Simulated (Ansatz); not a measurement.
Geometry optimisation in Ansatz: input, command and trajectory.

```yaml
crystal:
  lattice:
    - [4.8594159905, -2.8020749607, 0.0]
    - [4.8594159905, 2.8020749607, 0.0]
    - [0.0, 0.0, 5.2247977393]
  atoms:
    - { symbol: In, position: [0.3246828842, 0.6753171158, 0.9891859138] }
    - { symbol: In, position: [0.6753171158, 0.3246828842, 0.4891859138] }
    - { symbol: Ga, position: [0.0070441621, 0.3340608924, 0.9925013037] }
    - { symbol: Ga, position: [0.6659391076, 0.9929558379, 0.9925013037] }
    - { symbol: Ga, position: [0.9929558379, 0.6659391076, 0.4925013037] }
    - { symbol: Ga, position: [0.3340608924, 0.0070441621, 0.4925013037] }
    - { symbol: "N", position: [0.0273420743, 0.3335635608, 0.3588586919] }
    - { symbol: "N", position: [0.6664364392, 0.9726579257, 0.3588586919] }
    - { symbol: "N", position: [0.9726579257, 0.6664364392, 0.8588586919] }
    - { symbol: "N", position: [0.3335635608, 0.0273420743, 0.8588586919] }
    - { symbol: "N", position: [0.3074303788, 0.6925696212, 0.3960950952] }
    - { symbol: "N", position: [0.6925696212, 0.3074303788, 0.8960950952] }
basis:
  ecutwfc: 500
kpoints:
  mp_grid: { grid: [6, 6, 6] }
hamiltonian:
  xc: r2scan
scf:
  occupations: { method: gaussian, width: 0.02 }
output:
  forces: true
  stress: true
  eigenvalues: true
relax:
  adjacent_minimum: "off"
  f_tol: 0.01
  max_steps: 30
  cell: { stress_tol: 0.1, fix: [volume] }
```

```bash
ansatz run input.yaml --threads 2 --pin off --max-ram 5120MiB --backend cpu --events-out ev --progress --plain --runs-dir out
```

Method: Ansatz, DFT r2SCAN, scalar-relativistic, plane waves, PAW.

The volume is held at 0.94 times that of the relaxed cell.

Of 4 frames 3 are shown, positions in Å and forces in eV/Å; the SCF threshold varies from step to step. Steps run on the plane waves of an earlier cell, with a Pulay correction in the pressure. The basis is chosen afresh for the last frame, the zero of the energies, and at times for earlier ones too; energy and pressure step there, also at an unchanged geometry.

```xyz
12
Lattice="4.8594 -2.8021 0.0000 4.8594 2.8021 0.0000 0.0000 0.0000 5.2248" Properties=species:S:1:pos:R:3:forces:R:3 pbc="T T T" step=1 free_energy_over_end_meV_per_atom=0.03 pressure_GPa=12.50
In    4.8594    0.9825    5.1683    0.0000    0.0045   -0.0247
In    4.8594   -0.9825    2.5559    0.0000   -0.0045   -0.0247
Ga    1.6576    0.9163    5.1856    0.0076   -0.0005    0.0145
Ga    8.0613    0.9163    5.1856   -0.0076   -0.0005    0.0145
Ga    8.0613   -0.9163    2.5732   -0.0076    0.0005    0.0145
Ga    1.6576   -0.9163    2.5732    0.0076    0.0005    0.0145
N     1.7538    0.8581    1.8750    0.0200   -0.0139   -0.0209
N     7.9650    0.8581    1.8750   -0.0200   -0.0139   -0.0209
N     7.9650   -0.8581    4.4874   -0.0200    0.0139   -0.0209
N     1.7538   -0.8581    4.4874    0.0200    0.0139   -0.0209
N     4.8594    1.0792    2.0695    0.0000    0.0127    0.0376
N     4.8594   -1.0792    4.6819    0.0000   -0.0127    0.0376
12
Lattice="4.8604 -2.8024 0.0000 4.8604 2.8024 0.0000 0.0000 0.0000 5.2230" Properties=species:S:1:pos:R:3:forces:R:3 pbc="T T T" step=2 free_energy_over_end_meV_per_atom=0.00 pressure_GPa=12.48
In    4.8604    0.9842    5.1655    0.0000   -0.0017   -0.0125
In    4.8604   -0.9842    2.5540    0.0000    0.0017   -0.0125
Ga    1.6582    0.9171    5.1839    0.0050    0.0007    0.0086
Ga    8.0626    0.9171    5.1839   -0.0050    0.0007    0.0086
Ga    8.0626   -0.9171    2.5723   -0.0050   -0.0007    0.0086
Ga    1.6582   -0.9171    2.5723    0.0050   -0.0007    0.0086
N     1.7552    0.8568    1.8739    0.0053   -0.0050   -0.0089
N     7.9656    0.8568    1.8739   -0.0053   -0.0050   -0.0089
N     7.9656   -0.8568    4.4855   -0.0053    0.0050   -0.0089
N     1.7552   -0.8568    4.4855    0.0053    0.0050   -0.0089
N     4.8604    1.0791    2.0707    0.0000    0.0022    0.0131
N     4.8604   -1.0791    4.6822    0.0000   -0.0022    0.0131
12
Lattice="4.8608 -2.8027 0.0000 4.8608 2.8027 0.0000 0.0000 0.0000 5.2221" Properties=species:S:1:pos:R:3:forces:R:3 pbc="T T T" step=4 free_energy_over_end_meV_per_atom=0.00 pressure_GPa=12.48
In    4.8608    0.9847    5.1633    0.0000    0.0017    0.0018
In    4.8608   -0.9847    2.5523    0.0000   -0.0017    0.0018
Ga    1.6587    0.9176    5.1833    0.0002   -0.0004    0.0013
Ga    8.0629    0.9176    5.1833   -0.0002   -0.0004    0.0013
Ga    8.0629   -0.9176    2.5722   -0.0002    0.0004    0.0013
Ga    1.6587   -0.9176    2.5722    0.0002    0.0004    0.0013
N     1.7559    0.8560    1.8735    0.0001    0.0005   -0.0014
N     7.9658    0.8560    1.8735   -0.0001    0.0005   -0.0014
N     7.9658   -0.8560    4.4846   -0.0001   -0.0005   -0.0014
N     1.7559   -0.8560    4.4846    0.0001   -0.0005   -0.0014
N     4.8608    1.0791    2.0712    0.0000   -0.0010   -0.0014
N     4.8608   -1.0791    4.6822    0.0000    0.0010   -0.0014
```

Time: 5.8 min on 2 threads of Intel(R) Xeon(R) Processor @ 2.50GHz (Skylake/Cascade Lake), on a shared host, peak memory 1 GiB.